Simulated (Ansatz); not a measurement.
**Question.** Each is relaxed and computed with plane-wave PAW PBE (Ansatz code). Which is the only metal?
(A) SiGe, R-3m (Si on 6c, Ge on 6c)
(B) HfS2, anatase
(C) HfGe2, P6/mmm (Hf on 1a, Ge on 2d)
(D) HfO2, R3m (Hf on 3a, O on 3a, O on 3a)

**Answer.** C, HfGe2, P6/mmm (Hf on 1a, Ge on 2d). HfGe2: metal; HfS2: gap 0.70 eV (indirect); HfO2: gap 1.86 eV (indirect); SiGe: gap 0.38 eV (indirect). Constructed cells (a structure type filled with these elements, in neither database checked): HfGe2, P6/mmm (Hf on 1a, Ge on 2d); HfS2, anatase; HfO2, R3m (Hf on 3a, O on 3a, O on 3a). Typed or built starts, not in the databases checked: SiGe, R-3m (Si on 6c, Ge on 6c). Not the usual ambient phase: HfO2, R3m (Hf on 3a, O on 3a, O on 3a). Weakly bound layers, chains or molecules computed without a dispersion correction, so cells and soft constants are ill determined: HfO2, R3m (Hf on 3a, O on 3a, O on 3a). All cells were relaxed under the symmetry of their starts (and spin orders); stability against distortions was not tested throughout. Rows with no word on spin ran without spin polarisation. Spin–orbit coupling is left out wherever it is not named.

Potentials: the later of the program's two PAW sets.
